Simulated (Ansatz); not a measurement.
AlSiCN in space group R3m (No. 160; Al on 3a, N on 3a, Si on 3a, C on 3a), PBE (plane waves, PAW; program Ansatz). The conduction-band minimum lies at F, with 3 equivalent valleys. Second derivatives d²E/dk² of the lowest band at one valley (eV·Å²), along Cartesian directions:

```csv
direction,d²E/dk²
[100],21.27
[010],30.61
[001],20.46
[110],17.85
[101],18.74
[011],24.31
```

Q: Find the principal effective masses, the density-of-states mass and the conductivity mass.

A: Off-diagonal terms follow from H_xy = H[110] − (H_xx + H_yy)/2, and m*/mₑ = 7.620 eV·Å² over each eigenvalue: 0.22, 0.35, 0.49. One valley's DOS mass (m₁m₂m₃)^(1/3) = 0.33, conductivity mass 3/(Σ 1/mᵢ) = 0.32 mₑ.

Q: What effective density of states Nc follows at 300 K for parabolic valleys?

A: Nc = 2.509e19 × 3 × (0.33)^(3/2) ≈ 1.4e19 cm⁻³.

The start of the workflow was typed in or built on a structure type; neither database checked (COD, Materials Project) lists it. Its standing as an ambient phase is unchecked. The cell was relaxed with PBE under the symmetry of its start; its stability against distortions is not shown here.

Potentials: the earlier of the program's two PAW sets.

Edges and masses are those of Kohn–Sham bands, whose gap is no quasiparticle gap.
